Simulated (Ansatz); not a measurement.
The start is a relaxed CdS cell with every coordinate shifted by Gaussian noise of σ = 0.2 Å. The cell and all atomic positions are relaxed at zero pressure with PBEsol (plane waves to 420 eV, PAW, scalar-relativistic; Ansatz, an electronic-structure program). The first steps use a coarse 7×7×2 k-mesh.

Starting cell:
```yaml
crystal:
  lattice:
    - [4.12065, 0.00000, 0.00000]
    - [-2.06033, 3.56859, 0.00000]
    - [0.00000, 0.00000, 13.43749]
  atoms:
    - { symbol: Cd, position: [0.94304, 0.96533, 0.00204] }
    - { symbol: Cd, position: [0.00257, 0.99334, 0.48258] }
    - { symbol: Cd, position: [0.59243, 0.34195, 0.76216] }
    - { symbol: Cd, position: [0.34284, 0.62961, 0.25383] }
    - { symbol: S, position: [0.98037, 0.98701, 0.82546] }
    - { symbol: S, position: [0.94106, 0.96020, 0.31246] }
    - { symbol: S, position: [0.61736, 0.27667, 0.56361] }
    - { symbol: S, position: [0.32887, 0.70519, 0.06574] }
```

```json
{
 "initial_pressure": "+2.2 GPa (positive: the cell is compressed)",
 "energy_released": "0.13 eV/atom",
 "relative_to_the_parent": "It returns to the parent structure, P6₃mc (No. 186)",
 "band_gap_at_the_end": "1.05 eV, direct at Γ (no spin-orbit coupling)",
 "optimiser_moves": "4"
}
```

The end point of the relaxation:

Space group P6₃mc (No. 186); a = b = 4.1212 Å, c = 13.4352 Å, α = β = 90.00°, γ = 120.00°

| atom | site | symmetry | x | y | z |
|---|---|---|---|---|---|
| Cd | 2a | 3m. | 0.0000 | 0.0000 | 0.0025 |
| Cd | 2b | 3m. | 0.3333 | 0.6667 | 0.2523 |
| S | 2a | 3m. | 0.0000 | 0.0000 | 0.3146 |
| S | 2b | 3m. | 0.3333 | 0.6667 | 0.0645 |

Final values are on a 9×9×3 k-mesh of the relaxed cell. No spin polarisation in the result.

The first start was generated by placing the elements on the sites of a structure type. A measured structure of CdS has the same space group, P6₃mc (No. 186); the sites were not compared with it.
